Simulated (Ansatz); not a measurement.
Ca (fcc (Cu type), Fm-3m) at seven volumes, plane-wave PAW PBEsol (Ansatz code), scaled uniformly. One row is withheld.

```
V (Å³/atom)  P (GPa)
-----------  -------
36.925          1.94
38.143          1.22
39.360          0.57
40.577          0.00
41.795         -0.51
43.012             ?
44.229         -1.35
```

Fit the shown pressures and predict the withheld one.

Third-order Birch–Murnaghan: P = (3/2)B₀(x^(7/2) − x^(5/2))[1 + (3/4)(B′ − 4)(x − 1)] with x = (V₀/V)^(2/3). Least squares on the six rows gives V₀ = 40.577 Å³/atom, B₀ = 17.90 GPa, B′ = 3.03. At V = 43.012, x = 0.9619 and P = -0.95 GPa. The run itself gave -0.96 GPa.

The cell was relaxed with PBEsol under the symmetry of its start.

Potentials: the earlier of the program's two PAW sets. The files were generated under PBE; for other functionals the program regenerates the frozen cores, and for LDA and PBEsol the local potential too.
